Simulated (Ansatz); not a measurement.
Geometry optimisation in Ansatz: input, command and trajectory.

```yaml
crystal:
  lattice:
    - [4.823, 0.0, 0.0]
    - [0.0, 4.823, 0.0]
    - [0.0, 0.0, 4.823]
  atoms:
    - { symbol: "Y", position: [0.0, 0.0, 0.0] }
    - { symbol: Pb, position: [0.0, 0.5, 0.5] }
    - { symbol: Pb, position: [0.5, 0.0, 0.5] }
    - { symbol: Pb, position: [0.5, 0.5, 0.0] }
basis:
  ecutwfc: 500
kpoints:
  mp_grid: { grid: [10, 10, 10] }
hamiltonian:
  xc: r2scan
scf:
  occupations: { method: gaussian, width: 0.1 }
output:
  forces: true
  stress: true
  eigenvalues: true
  write_density: true
  write_potential: true
  elf: true
  volumetric_format: npy
relax:
  adjacent_minimum: "off"
  f_tol: 0.005
  max_steps: 80
  cell: { stress_tol: 0.05 }
```

```bash
ansatz run input.yaml --threads 1 --pin off --max-ram 2560MiB --backend cpu --events-out ev --progress --plain --runs-dir out
```

Theory: Ansatz, DFT r2SCAN, scalar-relativistic, plane waves, PAW.

Of 4 frames 3 are shown, positions in Å and forces in eV/Å; the SCF threshold varies from step to step. Steps run on the plane waves of an earlier cell, with a Pulay correction in the pressure. The basis is chosen afresh for the last frame, the zero of the energies, and at times for earlier ones too; energy and pressure step there, also at an unchanged geometry.

```xyz
4
Lattice="4.8230 0.0000 0.0000 0.0000 4.8230 0.0000 0.0000 0.0000 4.8230" Properties=species:S:1:pos:R:3:forces:R:3 pbc="T T T" step=1 free_energy_over_end_meV_per_atom=2.67 pressure_GPa=1.33
Y     0.0000    0.0000    0.0000    0.0000    0.0000    0.0000
Pb    0.0000    2.4115    2.4115    0.0000    0.0000    0.0000
Pb    2.4115    0.0000    2.4115    0.0000    0.0000    0.0000
Pb    2.4115    2.4115    0.0000    0.0000    0.0000    0.0000
4
Lattice="4.8786 0.0000 0.0000 0.0000 4.8786 0.0000 0.0000 0.0000 4.8786" Properties=species:S:1:pos:R:3:forces:R:3 pbc="T T T" step=2 free_energy_over_end_meV_per_atom=0.67 pressure_GPa=-0.60
Y     0.0000    0.0000    0.0000    0.0000    0.0000    0.0000
Pb    0.0000    2.4393    2.4393    0.0000    0.0000    0.0000
Pb    2.4393    0.0000    2.4393    0.0000    0.0000    0.0000
Pb    2.4393    2.4393    0.0000    0.0000    0.0000    0.0000
4
Lattice="4.8611 0.0000 0.0000 0.0000 4.8611 0.0000 0.0000 0.0000 4.8611" Properties=species:S:1:pos:R:3:forces:R:3 pbc="T T T" step=4 free_energy_over_end_meV_per_atom=0.00 pressure_GPa=-0.02
Y     0.0000    0.0000    0.0000    0.0000    0.0000    0.0000
Pb    0.0000    2.4305    2.4305    0.0000    0.0000    0.0000
Pb    2.4305    0.0000    2.4305    0.0000    0.0000    0.0000
Pb    2.4305    2.4305    0.0000    0.0000    0.0000    0.0000
```

The run took 2.3 min on 1 thread of Arm Neoverse V1, on a shared host, peak memory 0.69 GiB.

Spin–orbit coupling is left out, which can shift energies with elements as heavy as these.